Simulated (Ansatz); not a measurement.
MgSe (rock salt, Fm-3m) under volume change, plane-wave PAW PBEsol (Ansatz code), scaled uniformly.

```json
[
 {"V (Å³/atom)": "18.410", "E − E(relaxed) (meV/atom)": "38.9", "P (GPa)": "7.41"},
 {"V (Å³/atom)": "19.017", "E − E(relaxed) (meV/atom)": "16.4", "P (GPa)": "4.55"},
 {"V (Å³/atom)": "19.624", "E − E(relaxed) (meV/atom)": "3.9", "P (GPa)": "2.10"},
 {"V (Å³/atom)": "20.231", "E − E(relaxed) (meV/atom)": "0.0", "P (GPa)": "0.00"},
 {"V (Å³/atom)": "20.838", "E − E(relaxed) (meV/atom)": "3.5", "P (GPa)": "-1.80"},
 {"V (Å³/atom)": "21.445", "E − E(relaxed) (meV/atom)": "13.3", "P (GPa)": "-3.35"},
 {"V (Å³/atom)": "22.051", "E − E(relaxed) (meV/atom)": "28.6", "P (GPa)": "-4.67"}
]
```

Problem. What does a third-order Birch–Murnaghan fit give for V₀, B₀ and B′?

Solution. V₀ = 20.23 Å³/atom, B₀ = 64.7 GPa, B′ = 4.1.

The cell was relaxed with PBEsol under the symmetry of its start. The volume moved by -30 % from the start of the relaxation.

Potentials: the later of the program's two PAW sets.
